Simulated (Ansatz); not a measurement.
An Ansatz (a first-principles code) run. Input:

Ansatz 0.2 input:
```yaml
crystal:
  lattice:
    - [-1.6700140412, 1.6700140412, 5.7253038099]
    - [1.6700140412, -1.6700140412, 5.7253038099]
    - [1.6700140412, 1.6700140412, -5.7253038099]
  atoms:
    - { symbol: Nb, position: [0.9998740532, 0.9998740532, 0.0] }
    - { symbol: Nb, position: [0.7498740532, 0.2498740532, 0.5] }
    - { symbol: P, position: [0.5827559468, 0.5827559468, 0.0] }
    - { symbol: P, position: [0.3327559468, 0.8327559468, 0.5] }
kpoints:
  mp_grid: { grid: [13, 13, 13] }
  band_path:
    path:
      - [[0.0, 0.0, 0.0], [0.0, 0.0, 0.5], [0.25, 0.25, 0.25], [0.0, 0.5, 0.0], [0.0, 0.0, 0.0], [0.5, 0.5, -0.5], [0.2712707684, 0.7287292316, -0.2712707684]]  # Γ-X-P-N-Γ-M-S
      - [[-0.2712707684, 0.2712707684, 0.2712707684], [0.0, 0.0, 0.0]]  # S_0-Γ
      - [[0.0, 0.0, 0.5], [-0.0425415369, 0.0425415369, 0.5]]  # X-R
      - [[0.5, 0.5, -0.0425415369], [0.5, 0.5, -0.5]]  # G-M
    npoints: 8
hamiltonian:
  xc: r2scan
  pseudopotentials: { azcp: { folder: ./paw }, kind: paw_fr }
magnetization: { noncollinear: true, spin_orbit: true }
scf:
  n_extra_bands: 12
  convergence: { dr2_threshold: 0.0000000001 }
  occupations: { method: gaussian, width: 0.05 }
output: { eigenvalues: true }
```

Output (shortened):

```
basis.fft_grid_basis auto: the FFT boxes are laid along the combinations [[1, 0, 1], [0, 1, 1], [0, 0, 1]] of the cell's own vectors, 3.340, 3.340 and 6.193 Å …
Pseudopotential: Nb, paw, valence charge 13
Pseudopotential: P, paw, valence charge 5
Functional definition: r2SCAN
non-collinear run that drives no moment, with spin-orbit …
Crystal: 4 atoms, lattice volume = 63.870 Å³
Basis set: ecut = 500 eV, 1609 PW (Γ), FFT grids on a1+a3, a2+a3, a3, exchange–correlation on 100×100×192 points (64 copies of the dense FFT grid, shifted against one another)
Bands: 48, of which v1, the nominal top of the filled ones, is band 36 counted from 1 (35 counted from 0)
Symmetry: 8 space group operations + 8 with time reversal
k-points: 196 of 2197 (time reversal used)
Projection manifold: j_resolved (fully-relativistic pseudo-atomic orbitals)
SCF iter   1: F=—  HF=-10639.875002 eV  |F-HF|=—  |Δ(HF+E_count)|=         —  Δρ=7.11e-2  dr2=4.98e0  dr2_τ=4.69e-2  dr2_m=0.00e0 (ungated)  ethr=3.10e-3  |M|=0.00e0 ∫|m|=0.00e0 μB  |m|>n=0.0e0 m-floor=0.0e0 τ_xc=0.0e0  β_m=0.30  ⟨swp⟩=6.4  Hψ=47890  notcnv=0  defer=55
preconditioner: auto → Kerker (q_TF=auto, 2.480 Å⁻¹)
spin=Noncollinear: Kerker preconditioning applied to the charge; magnetization (m_x, m_y, m_z) channels mix plain (no charge-response kernel on spin).
SCF iter   2: F=—  HF=-10639.251092 eV  |F-HF|=—  |Δ(HF+E_count)|=   6.24e-1  Δρ=4.90e-2  dr2=2.15e0  dr2_τ=1.10e-2  dr2_m=0.00e0 (ungated)  ethr=3.10e-3  |M|=0.00e0 ∫|m|=0.00e0 μB  |m|>n=0.0e0 m-floor=0.0e0 τ_xc=0.0e0  β_m=0.58  ⟨swp⟩=3.0  Hψ=17963  notcnv=0  defer=1168
SCF iter   3: F=—  HF=-10638.829663 eV  |F-HF|=—  |Δ(HF+E_count)|=   4.21e-1  Δρ=1.11e-2  dr2=6.20e-2  dr2_τ=1.13e-3  dr2_m=0.00e0 (ungated)  ethr=3.10e-3  |M|=0.00e0 ∫|m|=0.00e0 μB  |m|>n=0.0e0 m-floor=0.0e0 τ_xc=0.0e0  β_m=0.79  ⟨swp⟩=3.0  Hψ=16863  notcnv=0  defer=1168
SCF iter   4: F=—  HF=-10638.843510 eV  |F-HF|=—  |Δ(HF+E_count)|=   1.38e-2  Δρ=4.99e-3  dr2=2.01e-2  dr2_τ=3.29e-4  dr2_m=0.00e0 (ungated)  ethr=1.72e-4  |M|=0.00e0 ∫|m|=0.00e0 μB  |m|>n=0.0e0 m-floor=0.0e0 τ_xc=0.0e0  β_m=0.84  ⟨swp⟩=2.8  Hψ=16426  notcnv=0  defer=1152
SCF iter   5: F=—  HF=-10638.841173 eV  |F-HF|=—  |Δ(HF+E_count)|=   2.34e-3  Δρ=8.01e-4  dr2=4.68e-4  dr2_τ=4.08e-6  dr2_m=0.00e0 (ungated)  ethr=5.59e-5  |M|=0.00e0 ∫|m|=0.00e0 μB  |m|>n=0.0e0 m-floor=0.0e0 τ_xc=0.0e0  β_m=0.92  ⟨swp⟩=2.3  Hψ=13454  notcnv=0  defer=1152
SCF iter   6: F=—  HF=-10638.841313 eV  |F-HF|=—  |Δ(HF+E_count)|=   1.39e-4  Δρ=1.78e-4  dr2=2.28e-5  dr2_τ=2.48e-7  dr2_m=0.00e0 (ungated)  ethr=1.30e-6  |M|=0.00e0 ∫|m|=0.00e0 μB  |m|>n=0.0e0 m-floor=0.0e0 τ_xc=0.0e0  β_m=0.96  ⟨swp⟩=2.2  Hψ=13937  notcnv=0  defer=1152
SCF iter   7: F=—  HF=-10638.841322 eV  |F-HF|=—  |Δ(HF+E_count)|=   9.31e-6  Δρ=2.20e-5  dr2=2.08e-7  dr2_τ=1.40e-8  dr2_m=0.00e0 (ungated)  ethr=6.32e-8  |M|=0.00e0 ∫|m|=0.00e0 μB  |m|>n=0.0e0 m-floor=0.0e0 τ_xc=0.0e0  β_m=0.98  ⟨swp⟩=2.0  Hψ=12191  notcnv=0  defer=1152
SCF iter   8: F=—  HF=-10638.841322 eV  |F-HF|=—  |Δ(HF+E_count)|=   1.42e-8  Δρ=5.41e-6  dr2=2.59e-8  dr2_τ=4.19e-10  dr2_m=0.00e0 (ungated)  ethr=5.77e-10  |M|=0.00e0 ∫|m|=0.00e0 μB  |m|>n=0.0e0 m-floor=0.0e0 τ_xc=0.0e0  β_m=0.99  ⟨swp⟩=2.0  Hψ=15212  notcnv=0  defer=1152
SCF iter  10: F=-10638.841322 eV  HF=-10638.841322 eV  |F-HF|=3.64e-12  |Δ(HF+E_count)|=  9.91e-10  Δρ=2.29e-7  dr2=4.84e-11  dr2_τ=3.59e-13  dr2_m=0.00e0 (ungated)  ethr=1.00e-12  |M|=0.00e0 ∫|m|=0.00e0 μB  |m|>n=0.0e0 m-floor=0.0e0 τ_xc=0.0e0  ⟨swp⟩=11.9  Hψ=36391  notcnv=0
SCF 1 converged in 10 iterations: F = -10638.841322 eV  dr2 = 4.84e-11
NSCF: frozen V_eff on 76 k-points
SCF converged after 10 iterations
Magnetization: |M| = 0.0000 μB,  M = (+0.0000, +0.0000, +0.0000) μB
Absolute magnetization: 0.0000 μB (∫|m|)
  site 0: m = (+0.0000, +0.0000, +0.0000) μB, |m| = 0.0000 μB  (R = 1.05 Å)
  site 1: m = (+0.0000, +0.0000, +0.0000) μB, |m| = 0.0000 μB  (R = 1.05 Å)
  site 2: m = (+0.0000, +0.0000, +0.0000) μB, |m| = 0.0000 μB  (R = 1.05 Å)
  site 3: m = (+0.0000, +0.0000, +0.0000) μB, |m| = 0.0000 μB  (R = 1.05 Å)
Free energy (F): -10638.841322 eV
Harris-Foulkes:  -10638.841322 eV  (|F-HF|=3.64e-12)
Internal energy: -10638.840677 eV  (E = F + TS)
E sigma→0 (E₀):  -10638.840999 eV
Entropy (-TS):   -0.000645 eV (-0.161 meV/atom)
Fermi energy:    15.053049 eV
--- Per-component energies (eV) ---
  E_band       = -168.581359
  E_kinetic    = 886.936962
  E_local      = -1612.219180  (includes V_loc(G=0)·N_el)
  E_nonlocal   = 249.565965
  E_hartree    = 553.654115
  E_xc         = -459.029683
  E_vxc        = -580.037056  (∫ρ·V_xc dr)
  E_paw        = -7319.072171  (= ΣΔE_a)
  E_vpaw       = -253.850181  (= ΣTr[D̂ρ^β])
  E_aug_tail   = 0.000046  (compensation charges beyond the density's cutoff)
  E_vtau       = 33.713865  (kinetic-family band-sum trace: ∫τ·v_τ [+ j·A + Jᵃ·Aᵃ] dr)
  E_ewald      = -2938.110372
  E_core_change = -0.566359  (= ΣΔE_core)
  E_smearing   = -0.000645  (= −TS)
  E_closure    = 0.000000  (closes the sum)
  Σ components = -10638.841322   (vs F -10638.841322, Δ=0.00e0)
  [band-id]    e_kinetic+e_local+e_nonlocal+2·e_hartree+e_vxc+e_vpaw+e_augmentation_tail+e_vtau = -168.581348   (vs E_band -168.581359, Δ=1.14e-5)
--- Band table (eV; the first three rows and the last of 196) ---
  k-point 0: bands = ["-41.7492", "-41.7492", "-41.7065", "-41.7065", "-18.5613", "-18.5613", "-18.4214", "-18.4214", "-16.5926", "-16.5926", "-16.3907", "-16.3907", "-16.3471", "-16.3471", "-16.2655", "-16.2655", "1.5806", "1.5806", "4.1231", "4.1231", …
  k-point 1: bands = ["-41.7463", "-41.7463", "-41.7049", "-41.7049", "-18.5690", "-18.5610", "-18.4326", "-18.4311", "-16.6016", "-16.5832", "-16.4159", "-16.3961", "-16.3671", "-16.3595", "-16.2815", "-16.2635", "1.7496", "1.7506", "4.1631", "4.1931", …
  k-point 2: bands = ["-41.7381", "-41.7381", "-41.7006", "-41.7006", "-18.5822", "-18.5681", "-18.4622", "-18.4587", "-16.6103", "-16.5720", "-16.4651", "-16.4310", "-16.4153", "-16.3955", "-16.3063", "-16.2766", "2.2201", "2.2238", "4.2769", "4.3245", …
  k-point 195: bands = ["-41.7271", "-41.7271", "-41.7265", "-41.7265", "-18.4945", "-18.4935", "-18.4922", "-18.4884", "-16.4809", "-16.4802", "-16.4578", "-16.4535", "-16.3573", "-16.3549", "-16.3351", "-16.3346", "2.6732", "2.6771", "2.6888", "2.6978", …
```

Cost: very roughly 3 core-minutes on shared cores.

Space group I4_1md. The cell was relaxed with r²SCAN under the symmetry of its start. The run is not spin-polarised.

Potentials: the earlier of the program's two PAW sets. The files were generated under PBE; for other functionals the program regenerates the frozen cores, and for LDA and PBEsol the local potential too.

Ansatz is a plane-wave DFT program.
